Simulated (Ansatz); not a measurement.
Property card for Ga

Ga:
```yaml
crystal:
  lattice:
    - [4.35411, 0.00000, 0.00000]
    - [-2.17705, 3.77077, 0.00000]
    - [0.00000, 0.00000, 2.71277]
  atoms:
    - { symbol: Ga, position: [0.33333, 0.66667, 0.00000] }
    - { symbol: Ga, position: [0.66667, 0.33333, 0.00000] }
```

Space group P6/mmm (No. 191); conventional cell a = b = 4.3541 Å, c = 2.7128 Å, α = β = 90.00°, γ = 120.00°.

Method: PBEsol in the plane-wave PAW code Ansatz. Geometry: relaxed at this level of theory. Other levels are named where they apply.

Cell and energy:

```
Quantity              Value
---------------  ----------
Volume per atom    22.27 Å³
Density          5.20 g/cm³
```

Electronic structure:

```
Item                                                                        Result
------------------------------------  --------------------------------------------
Electronic character                                             metallic (no gap)
Density of states at the Fermi level  0.35 states/eV per atom (mean over ±0.08 eV)
Gap with spin–orbit coupling                                       none (metallic)
```

Mechanics:

```
Property                                                                                    Value
-------------------------------------  ----------------------------------------------------------
Bulk modulus (Birch–Murnaghan fit)                                                       48.5 GPa
Pressure derivative B′                                                                        4.3
Elastic constants (relaxed ions, GPa)  C11 = 84.0, C12 = 46.8, C13 = 12.7, C33 = 115, C44 = -13.9
Mechanical stability                                       unstable (C has a negative eigenvalue)
```

Phonons:

```
Property                                                 Value
-----------------------------  -------------------------------
Highest zone-centre frequency                         216 cm⁻¹
Zone-centre stability          unstable, softest mode 50i cm⁻¹
```

The cell is a constructed one: a structure type filled with these elements; neither database checked (COD, Materials Project) lists it. It is not the phase usual at ambient conditions (space group No. 64). Symmetry was held in the PBEsol relaxation. As this level gives no gap, shear constants depend on the k-mesh and smearing (Fermi–Dirac, 0.1 eV here). As this level gives no gap, phonon frequencies hold no LO–TO term and depend on the k-mesh and smearing (Fermi–Dirac, 0.1 eV here). Axis ratios of metals converge slowly with the k-mesh, so a and c are less sure than the volume. Scalar-relativistic: spin–orbit coupling is off unless named, which matters more the heavier the elements.

Potentials: the earlier of the program's two PAW sets. The files were generated under PBE; for other functionals the program regenerates the frozen cores, and for LDA and PBEsol the local potential too.
